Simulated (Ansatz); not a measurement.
### Question
Each is relaxed and computed with r²SCAN (plane waves, PAW; program Ansatz). Which is the only one with a gap?
(A) Lu2AlSi2, Immm (Lu on 4j, Al on 2a, Si on 4h)
(B) La2AlGe, Amm2 (La on 2a, La on 2b, Al on 2a, Ge on 2b)
(C) MgAlF5, Immm (Pearson symbol oI14)
(D) MgB2, P6/mmm (Mg on 1a, B on 2d)

### Answer
C, MgAlF5, Immm (Pearson symbol oI14). MgAlF5: gap 7.92 eV (direct); Lu2AlSi2: metal; MgB2: metal; La2AlGe: metal. Standing as an ambient phase not checked: MgAlF5, Immm (Pearson symbol oI14); Lu2AlSi2, Immm (Lu on 4j, Al on 2a, Si on 4h); La2AlGe, Amm2 (La on 2a, La on 2b, Al on 2a, Ge on 2b). Perhaps ordered models of mixed-site phases: La2AlGe, Amm2 (La on 2a, La on 2b, Al on 2a, Ge on 2b). All cells were relaxed under the symmetry of their starts (and spin orders); stability against distortions was not tested throughout. Scalar-relativistic: spin–orbit coupling is off unless named, which matters more the heavier the elements.

Potentials: the later of the program's two PAW sets.
